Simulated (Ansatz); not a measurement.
CdS:
Space group P6₃mc (No. 186); a = 4.1647 Å, b = 4.1647 Å, c = 6.7681 Å, α = 90.00°, β = 90.00°, γ = 120.00°

```tsv
atom	site	symmetry	x	y	z
Cd	2b	3m.	0.3333	0.6667	0.0001
S	2b	3m.	0.3333	0.6667	0.3769
```

Relaxed with r²SCAN.

Decompose the optical modes at the zone centre into irreducible representations, and say which are infrared and Raman allowed.

Point group 6mm: Γ_opt = A1 + 2B1 + E1 + 2E2. Infrared: A1, E1. Raman: A1, E1, E2.

Assign frequencies (DFPT, r²SCAN (plane waves, PAW; program Ansatz); without the LO–TO term).

E2 42, B1 133, A1 223, E1 231, E2 245, B1 295 cm⁻¹.

Subscripts of B labels follow the axes of the standard setting.

Space group P6_3mc (wurtzite). The cell was relaxed with r²SCAN under the symmetry of its start.

Potentials: the earlier of the program's two PAW sets. The files were generated under PBE; for other functionals the program regenerates the frozen cores, and for LDA and PBEsol the local potential too.
